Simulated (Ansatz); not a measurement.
# GdZr (P-6m2): spiral at q = 0

These are results of DFT, LDA, all-electron LAPW, scalar-relativistic (Ansatz 0.2.0), not measurements.

Command: `ansatz run input.yaml --threads 2 --pin off --max-ram 5120MiB --backend cpu --events-out ev --progress --plain --runs-dir out`

```yaml
crystal:
  lattice:
    - [3.3939075271, 0.0, 0.0]
    - [-1.6969537635, 2.9392101365, 0.0]
    - [0.0, 0.0, 5.446174]
  atoms:
    - { symbol: Gd, position: [0.6666666667, 0.3333333333, 0.5], spin: 7.1, spin_axis: [1.0, 0.0, 0.0] }
    - { symbol: Zr, position: [0.3333333333, 0.6666666667, 0.0] }
magnetization:
  noncollinear: true
  spin_spiral: { q: [0.0, 0.0, 0.0] }
kpoints:
  mp_grid: { grid: [15, 15, 6] }
scf:
  occupations: { method: fermi_dirac, width: 0.05 }
hamiltonian:
  xc: lda
  pseudopotentials: { kind: all_electron, lapw: { basis_error: 0.001 } }
output:
  eigenvalues: false
```

Log:

```
settings of this run that can trade accuracy for cost: output.eigenvalues: false. Do not mix this run's numbers with those of runs without the same settings; the input reference describes each key
LAPW: plane waves up to 6.829 Å⁻¹, error target 1.0e-3 eV per atom; small_component_spin mean_spin; Zr in spheres of 1.658 Å, 22 of its electrons in bands, Dirac shells []; Gd in spheres of 1.697 Å, 28 of its electrons in bands, Dirac shells [] (how accurate: hamiltonian.pseudopotentials.lapw.basis_error, Limitations)
band count auto-derived: 64 (N_el = 50.0; filled up to band 50; 60 by the electrons, moments and atoms)
Engine: ansatz 0.2.0
Pseudopotentials: kind: all_electron
Pseudopotential: Gd, LAPW, valence charge 28, lapw/all_electron/scalar/gaussian/Gd, Koelling and Harmon's equation, gaussian nucleus
Pseudopotential: Zr, LAPW, valence charge 22, lapw/all_electron/scalar/gaussian/Zr, Koelling and Harmon's equation, gaussian nucleus
Functional definition: SPW92
  exchange = slater_x
  correlation = pw_c
Crystal: 2 atoms, lattice volume = 54.328 Å³
Basis set: ecut = 177.68362927491165 eV, 299 PW (Γ), exchange–correlation at level 2
Bands: 64, of which v1, the nominal top of the filled ones, is band 50 counted from 1 (49 counted from 0)
Symmetry: 12 space group operations
k-points: 108 of 1350
Spin spiral: q = (0, 0, 0) of the reciprocal vectors; moments are told in the frame that turns with it, a site's in that at the site
Non-local potential: Gd, projectors of the file, none
Non-local potential: Zr, projectors of the file, none
Initial density: superposition of atomic densities (chi_scale 0.1, normalization cell)
Starting moments: Σ|m| = 7.1 μB on 1 of 2 sites
Initial wavefunctions: plane waves of lowest kinetic energy (no species holds an atomic orbital)
Functional: x = slater, c = lda
iter 1 solved again at ethr=1.07e-3 eV; its pass at ethr=1.00e-1 eV (dr2=5.35e-1 eV) is discarded
SCF iter   1: F=—  HF=-404308.830892 eV  |F-HF|=—  |Δ(HF+E_count)|=         —  Δρ=1.71e-2  dr2=5.36e-1  dr2_m=2.74e-3  ethr=1.07e-3  |M|=6.98e0 ∫|m|=7.04e0 μB  β_m=0.30  ⟨swp⟩=2.1  Hψ=43550  notcnv=0
preconditioner: auto → Kerker (q_TF=auto, 2.691 Å⁻¹)  [metal: Δε(μ)=0.002 eV  Ē_g=6.880 eV  σ=0.050 eV  W_gap=0.01  n_scr=22 (ndim 8)  ℏωp=20.8 eV  f_vac=0.000  D(μ)=4.96/eV (n_scr^D=54)]
spin=Noncollinear: Kerker preconditioning applied to the charge; magnetization (m_x, m_y, m_z) channels mix plain (no charge-response kernel on spin).
SCF iter   2: F=—  HF=-404308.837455 eV  |F-HF|=—  |Δ(HF+E_count)|=   6.56e-3  Δρ=1.39e-2  dr2=4.23e-1  dr2_m=4.65e-3  ethr=1.07e-3  |M|=7.27e0 ∫|m|=7.33e0 μB  β_m=1.00  ⟨swp⟩=2.2  Hψ=22802  notcnv=0
SCF iter   3: F=—  HF=-404308.685301 eV  |F-HF|=—  |Δ(HF+E_count)|=   1.52e-1  Δρ=9.06e-3  dr2=1.01e-1  dr2_m=3.91e-4  ethr=8.47e-4  |M|=7.33e0 ∫|m|=7.40e0 μB  β_m=1.00  ⟨swp⟩=2.0  Hψ=20484  notcnv=0
SCF iter   4: F=—  HF=-404308.711700 eV  |F-HF|=—  |Δ(HF+E_count)|=   2.64e-2  Δρ=6.57e-3  dr2=9.23e-2  dr2_m=4.23e-3  ethr=2.03e-4  |M|=7.13e0 ∫|m|=7.20e0 μB  β_m=0.30  ⟨swp⟩=2.1  Hψ=22433  notcnv=0
SCF iter   5: F=—  HF=-404308.785162 eV  |F-HF|=—  |Δ(HF+E_count)|=   7.35e-2  Δρ=9.67e-3  dr2=2.45e-1  dr2_m=7.77e-4  ethr=1.85e-4  |M|=7.37e0 ∫|m|=7.44e0 μB  β_m=1.00  ⟨swp⟩=2.7  Hψ=21827  notcnv=0
SCF iter   6: F=—  HF=-404308.672850 eV  |F-HF|=—  |Δ(HF+E_count)|=   1.12e-1  Δρ=3.74e-3  dr2=3.29e-2  dr2_m=1.24e-5  ethr=1.85e-4  |M|=7.38e0 ∫|m|=7.45e0 μB  β_m=1.00  ⟨swp⟩=2.0  Hψ=20125  notcnv=0
iter 7 solved again at ethr=1.09e-6 eV; its pass at ethr=6.59e-5 eV (dr2=5.47e-4 eV) is discarded
SCF iter   7: F=—  HF=-404308.663304 eV  |F-HF|=—  |Δ(HF+E_count)|=         —  Δρ=7.87e-4  dr2=5.47e-4  dr2_m=7.71e-5  ethr=1.09e-6  |M|=7.35e0 ∫|m|=7.42e0 μB  β_m=0.30  ⟨swp⟩=2.1  Hψ=34371  notcnv=0
the basis was enlarged: its passes take 10.1 MiB over the memory plan, 2 of 2 planned eigensolver slots
SCF iter   8: F=—  HF=-404308.663985 eV  |F-HF|=—  |Δ(HF+E_count)|=   6.81e-4  Δρ=6.87e-4  dr2=8.68e-4  dr2_m=2.91e-5  ethr=1.09e-6  |M|=7.35e0 ∫|m|=7.43e0 μB  β_m=0.30  ⟨swp⟩=2.0  Hψ=21379  notcnv=0
SCF iter   9: F=—  HF=-404308.663059 eV  |F-HF|=—  |Δ(HF+E_count)|=   9.26e-4  Δρ=6.55e-4  dr2=7.43e-5  dr2_m=5.34e-5  ethr=1.09e-6  |M|=7.34e0 ∫|m|=7.41e0 μB  β_m=0.30  ⟨swp⟩=2.0  Hψ=21380  notcnv=0
SCF iter  10: F=—  HF=-404308.663376 eV  |F-HF|=—  |Δ(HF+E_count)|=   3.17e-4  Δρ=7.23e-4  dr2=4.97e-4  dr2_m=6.51e-5  ethr=1.49e-7  |M|=7.33e0 ∫|m|=7.40e0 μB  β_m=0.30  ⟨swp⟩=2.8  Hψ=21540  notcnv=0
SCF iter  11: F=—  HF=-404308.663143 eV  |F-HF|=—  |Δ(HF+E_count)|=   2.33e-4  Δρ=3.78e-4  dr2=8.39e-6  dr2_m=1.78e-5  ethr=1.49e-7  |M|=7.33e0 ∫|m|=7.41e0 μB  β_m=0.30  ⟨swp⟩=2.2  Hψ=21410  notcnv=0
SCF iter  12: F=—  HF=-404308.663154 eV  |F-HF|=—  |Δ(HF+E_count)|=   1.07e-5  Δρ=2.57e-4  dr2=1.44e-6  dr2_m=8.23e-6  ethr=1.68e-8  |M|=7.33e0 ∫|m|=7.41e0 μB  β_m=0.30  ⟨swp⟩=2.0  Hψ=21381  notcnv=0
Mixer restart at iter 12: flushing history
spin-set hold released at iteration 12 (site moments contracting): the magnetisation degrees of freedom join the quasi-Newton model from the next iteration; the mixer history was flushed
SCF iter  13: F=—  HF=-404308.663162 eV  |F-HF|=—  |Δ(HF+E_count)|=   7.88e-6  Δρ=2.11e-4  dr2=9.04e-7  dr2_m=5.53e-6  ethr=2.88e-9  |M|=7.33e0 ∫|m|=7.41e0 μB  β_m=0.65  ⟨swp⟩=2.0  Hψ=21382  notcnv=0
SCF iter  14: F=—  HF=-404308.663269 eV  |F-HF|=—  |Δ(HF+E_count)|=   1.07e-4  Δρ=2.56e-4  dr2=1.97e-4  dr2_m=1.12e-6  ethr=1.81e-9  |M|=7.33e0 ∫|m|=7.41e0 μB  β_m=0.42  ⟨swp⟩=3.0  Hψ=23645  notcnv=0  recentre
SCF iter  15: F=—  HF=-404308.663172 eV  |F-HF|=—  |Δ(HF+E_count)|=   9.66e-5  Δρ=2.35e-5  dr2=1.67e-7  dr2_m=6.85e-8  ethr=1.81e-9  |M|=7.33e0 ∫|m|=7.40e0 μB  β_m=0.59  ⟨swp⟩=3.0  Hψ=23640  notcnv=0
SCF iter  16: F=—  HF=-404308.663172 eV  |F-HF|=—  |Δ(HF+E_count)|=   1.89e-7  Δρ=1.67e-5  dr2=4.48e-8  dr2_m=3.45e-8  ethr=3.33e-10  |M|=7.33e0 ∫|m|=7.40e0 μB  β_m=0.80  ⟨swp⟩=2.3  Hψ=21413  notcnv=0
SCF iter  17: F=—  HF=-404308.663173 eV  |F-HF|=—  |Δ(HF+E_count)|=   1.35e-7  Δρ=3.87e-6  dr2=1.36e-8  dr2_m=1.39e-9  ethr=8.96e-11  |M|=7.33e0 ∫|m|=7.40e0 μB  β_m=0.62  ⟨swp⟩=3.0  Hψ=21988  notcnv=0
SCF iter  18: F=-404308.663173 eV  HF=-404308.663173 eV  |F-HF|=3.09e-9  |Δ(HF+E_count)|=   2.65e-8  Δρ=1.93e-6  dr2=3.75e-9  dr2_m=2.70e-10  ethr=2.72e-11  |M|=7.33e0 ∫|m|=7.40e0 μB  ⟨swp⟩=2.4  Hψ=21441  notcnv=0
SCF 1 converged in 18 iterations: F = -404308.663173 eV  dr2 = 3.75e-9
WARN: this state was not checked for a lower one beside it: the run's test of it (scf.lower_state_search) could not run behind this SCF: none is made under non-collinear spin (noncollinear)
SCF converged after 18 iterations
Magnetization: |M| = 7.3272 μB,  M = (+7.3272, -0.0000, +0.0000) μB
Absolute magnetization: 7.4035 μB (∫|m|)
  site 0: m = (+7.2323, -0.0000, +0.0000) μB, |m| = 7.2323 μB  (R = 1.70 Å)
  site 1: m = (-0.0029, +0.0000, +0.0000) μB, |m| = 0.0029 μB  (R = 1.66 Å)
Free energy (F): -404308.663173 eV
Harris-Foulkes:  -404308.663173 eV  (|F-HF|=3.09e-9)
Internal energy: -404308.637036 eV  (E = F + TS)
E sigma→0 (E₀):  -404308.650104 eV
Entropy (-TS):   -0.026136 eV (-13.068 meV/atom)
Fermi energy:    15.039192 eV
--- Per-component energies (eV) ---
  E_band       = -2843.661687
  E_kinetic    = 434069.036344
  E_xc         = -9600.376115
  E_electrostatic = -828777.297265  (all electrons and nuclei)
  E_smearing   = -0.026136  (= −TS)
  E_closure    = 0.000000  (closes the sum)
  E_atoms      = -404286.503641  (free atoms, spherical and without spin; not in F)
  Σ components = -404308.663173   (vs F -404308.663173, Δ=0.00e0)
  Basis errors (estimates in eV, not in F): energy 1.6e-4 per atom: plane waves 1.2e-4 (6.1e-5 summed), levels above the bands 3.4e-16, relativity 5.3e-9, radial functions 3.8e-5, core shells 1.5e-6; eigenvalues (radial functions only) 1.1e-6; not estimated: angular momenta, meshes, grids; target (lapw.basis_error) 1.0e-3; muffin-tin radii Zr 1.658 Å, Gd 1.697 Å
settings of this run that can trade accuracy for cost: output.eigenvalues: false. Do not mix this run's numbers with those of runs without the same settings; the input reference describes each key
```

Site moments (μB): Gd1 7.23, Zr2 0.00. Cell moment 7.33 μB in the turning frame.

Without U a semilocal functional puts the f levels too near the Fermi level, which can change moments and the order of magnetic states; site and cell moments are spin moments. Spin–orbit coupling is left out although heavy atoms are present. In at least one run the program's final test of stability wasn't made or came to no verdict. With open f shells a run can end in a state that isn't the lowest. The magnetic state is the one that this cell and start allow. It needn't be the compound's measured order, which may need a larger cell or be absent.

It took 4.4 min on 2 threads of Arm Neoverse V2, with other jobs on the host, peak memory 1.1 GiB.
